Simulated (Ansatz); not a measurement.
Starting cell, CdS (zinc blende):

```
CdS
1.0
    0.00000     5.92710     5.92710
    2.96355     2.96355     5.92710
    2.96355     2.96355     0.00000
S Cd
2 2
Direct
  0.00000   0.75000   0.75000
  0.50000   0.75000   0.75000
  0.00000   0.00000   0.00000
  0.50000   0.00000   0.00000
```

A phonon eigenvector at X = (0.5, 0.5, 0.0) is frozen into this cell: atom i moves by Q times the vector below, so Q is the largest atomic displacement, in Å. The cell is held. It is one choice among 2 degenerate patterns. (q is in reciprocal vectors of the primitive cell; the cell shown is doubled to hold the pattern.)

```json
[
 {"atom": "S1", "x": "-0.650", "y": "0.000", "z": "0.000"},
 {"atom": "S2", "x": "0.650", "y": "0.000", "z": "0.000"},
 {"atom": "Cd3", "x": "0.000", "y": "-1.000", "z": "0.000"},
 {"atom": "Cd4", "x": "0.000", "y": "1.000", "z": "0.000"}
]
```

Level of theory: PBE (plane waves to 420 eV, PAW, scalar-relativistic; Ansatz, a program for electronic structure). k mesh 10×10×10 (Γ-centred), Fermi-Dirac smearing 0.05 eV. CdS was relaxed with its symmetry unable to fall. The PAW data are Ansatz's earlier set. 

```json
[
 {"Q (Å)": "-0.100", "−dE/dQ from forces (eV/Å)": "0.275"},
 {"Q (Å)": "-0.083", "−dE/dQ from forces (eV/Å)": "0.229"},
 {"Q (Å)": "-0.067", "−dE/dQ from forces (eV/Å)": "0.183"},
 {"Q (Å)": "-0.050", "−dE/dQ from forces (eV/Å)": "0.137"},
 {"Q (Å)": "-0.033", "−dE/dQ from forces (eV/Å)": "0.091"},
 {"Q (Å)": "-0.017", "−dE/dQ from forces (eV/Å)": "0.046"},
 {"Q (Å)": "0.000", "−dE/dQ from forces (eV/Å)": "0.000"},
 {"Q (Å)": "0.017", "−dE/dQ from forces (eV/Å)": "-0.046"},
 {"Q (Å)": "0.033", "−dE/dQ from forces (eV/Å)": "-0.091"},
 {"Q (Å)": "0.050", "−dE/dQ from forces (eV/Å)": "-0.137"},
 {"Q (Å)": "0.067", "−dE/dQ from forces (eV/Å)": "-0.183"},
 {"Q (Å)": "0.083", "−dE/dQ from forces (eV/Å)": "-0.229"},
 {"Q (Å)": "0.100", "−dE/dQ from forces (eV/Å)": "-0.275"}
]
```

Problem. What harmonic wavenumber does the curvature at Q = 0 give?

Solution. 54 cm⁻¹. E″ = 2.74 eV/Å², M = Σ mᵢ|uᵢ|² = 251.9 u, ν̃ = 521.5·√(|E″|/M).

(For displaced atoms, the force is minus the slope of the energy, and its curvature is a force constant, which sets phonon frequencies.)
